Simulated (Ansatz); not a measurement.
**Equation of state of Ge from a dense series**

```xyz
2
Lattice="0.0000 2.8288 2.8288 2.8288 0.0000 2.8288 2.8288 2.8288 0.0000" Properties=species:S:1:pos:R:3 pbc="T T T"
Ge    2.8288    2.8288    2.8288
Ge    4.2432    4.2432    4.2432
```

Atom numbers follow the list: Ge1, Ge2.

The structure is an experimental refinement, used without relaxation.

All numbers below come from Ansatz 0.2.0, DFT, LDA, all-electron LAPW, scalar-relativistic.

Sampling and basis: a Γ-centred 10×10×10 k mesh, Fermi–Dirac smearing of 0.05 eV, basis error target 0.25 meV/atom, no spin polarisation.

The cell is scaled evenly. Fractional coordinates are held (clamped ions).

```
V (Å³/atom)  P (GPa)
     21.730     1.65
     22.183     0.11
     22.409    -0.59
     22.636    -1.26
     22.862    -1.90
     23.088    -2.49
     23.541    -3.59
     23.994    -4.55
```

Question: Fit a third-order Birch–Murnaghan curve to the pressures.

Answer: P = (3B0/2)(y^(7/2) − y^(5/2))[1 + (3/4)(B0′ − 4)(y − 1)] with y = (V0/V)^(2/3) fits within 0.01 GPa for V0 = 22.217 Å³/atom, B0 = 70.8 GPa and B0′ = 4.65.

Question: Predict the pressure at the withheld volume, 21.278 Å³/atom.

Answer: There y = 1.0292, so the fit gives 3.38 GPa; the run gave 3.42 GPa.
